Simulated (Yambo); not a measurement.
BSE-type run in Yambo on AlSb (zinc blende, space group F-43m, No. 216) under isotropic strain of +0.5 % on all lattice vectors, at zero momentum.

Quantum ESPRESSO step (PBE, PseudoDojo stringent norm-conserving files, scalar-relativistic):
```
&CONTROL
  calculation = 'nscf'
  pseudo_dir = './pseudo'
  outdir = './out'
/
&SYSTEM
  ibrav = 0
  nat = 2
  ntyp = 2
  ecutwfc = 100.0
  ecutrho = 400.0
  occupations = 'fixed'
  force_symmorphic = .true.
  nbnd = 38
/
&ELECTRONS
  conv_thr = 2e-09
  diago_full_acc = .true.
  diago_thr_init = 1e-08
/
ATOMIC_SPECIES
Al 26.9815 Al.upf
Sb 121.7600 Sb.upf
CELL_PARAMETERS angstrom
  0.000000000000   3.092908802517   3.092908802517
  3.092908802517   0.000000000000   3.092908802517
  3.092908802517   3.092908802517   0.000000000000
ATOMIC_POSITIONS crystal
Al   0.000000000000   0.000000000000   0.000000000000
Sb   0.250000000000   0.250000000000   0.250000000000
K_POINTS automatic
8 8 8 0 0 0
```

Yambo input:
```
rim_cut
optics
bse
bss
dipoles
em1s
RandQpts= 1000000
RandGvec= 1 Ry
FFTGvecs= 40 Ry
Chimod= "HARTREE"
BSKmod= "SEX"
BSEmod= "resonant"
BSSmod= "hs"
BSENGexx= 15 Ry
BSENGBlk= 4 Ry
% KfnQP_E
 0.771 | 1.0 | 1.0 |
%
% BSEQptR
 1 | 1 |
%
% BSEBands
 11 | 18 |
%
% BEnRange
 0.0 | 9.1 | eV
%
% BDmRange
 0.15 | 0.15 | eV
%
BEnSteps= 182
% BLongDir
 1.0 | 0.0 | 0.0 |
%
BSHayTrs= -0.02
BSSNEig= 24
WRbsWF
% BndsRnXs
 5 | 32 |
%
NGsBlkXs= 4 Ry
% LongDrXs
 1.0 | 1.0 | 1.0 |
%
```

From the report:

The dimension is k points × valence × conduction bands = 512 × 3 × 5 = 7680.
```
   [SLEPC] Approach                          : Krylov-Schur
   [SLEPC] Number of requested eigenvalues   :  24
   [SLEPC] Number of eigenvalues        [NEV]:  24
    [K] Dimension                                    :   7680
    [K] Bands                                        :  11  18
    [K] Exchange res                                 : yes
    [K] Correlation res                              : yes
    [K] W interaction is bare                        : no
    [K] RL vectors exchange                          :   411
    [K] RL vectors correlation                       :   65
    [W] Matrix size                                  :   65
    [W] Bands                                        :    5   32
    [W] Coulomb Cutoff                               : none
    [W] Hxc Kernel                                   : HARTREE
```

Spin-orbit coupling is not included.

Geometry strained from the cell relaxed with PBEsol, atoms relaxed again.
